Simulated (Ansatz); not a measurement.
**Computed properties of CdSiN$_{2}$**

CdSiN2:
```
CELL_PARAMETERS angstrom
      1.44888     0.83651     5.96599
     -1.44888     0.83651     5.96599
      0.00000    -1.67302     5.96599
ATOMIC_POSITIONS crystal
  Cd 0.50000 0.50000 0.50000
  Si 0.00000 0.00000 0.00000
  N  0.61457 0.61457 0.61457
  N  0.38543 0.38543 0.38543
```

Space group R-3m (No. 166); conventional cell a = b = 2.8978 Å, c = 17.8980 Å, α = β = 90.00°, γ = 120.00°.

Method: plane-wave PAW r²SCAN+D4 (Ansatz code). The cell and atoms are relaxed at this level. Other levels are named where they apply.

Cell and energy:

| Quantity | Value |
|---|---|
| Volume per atom | 10.85 Å³ |
| Density | 6.45 g/cm³ |
| Formation energy from the elements (no fitted shifts) | -0.27 eV/atom |

Electronic structure:

| Property | Value |
|---|---|
| Band gap | 0.36 eV (indirect) |
| Valence-band maximum | off the standard path, at k = (0.237, 0.404, 0.404) in fractions of the reciprocal vectors |
| Conduction-band minimum | at L (3 equivalent valleys) |
| Smallest direct gap on the standard path | 1.03 eV |
| Hole effective mass | 0.36, 1.9, 2.4 mₑ (principal values) |
| Hole effective mass with spin–orbit coupling | 0.36, 1.9, 2.4 mₑ (principal values) |
| HSE06 gap on the r²SCAN+D4 cell | 0.86 eV |
| Gap with spin–orbit coupling | 0.35 eV |

Charges:

| Quantity | Value |
|---|---|
| Bader charges | Cd +0.73, Si +3.14, N -1.93 e |

The start of the workflow was typed in or built on a structure type; neither database checked (COD, Materials Project) lists it. Its standing as an ambient phase is unchecked. Symmetry was held in the r²SCAN+D4 relaxation; whether a distortion lowers the energy is not shown. The volume moved by -44 % from the start of the relaxation. The references are the lowest solids computed at this level, not always the standard phases (solids in place of the gases). Spin–orbit coupling is left out wherever it is not named.

Potentials: the earlier of the program's two PAW sets. The files were generated under PBE; for other functionals the program regenerates the frozen cores, and for LDA and PBEsol the local potential too.
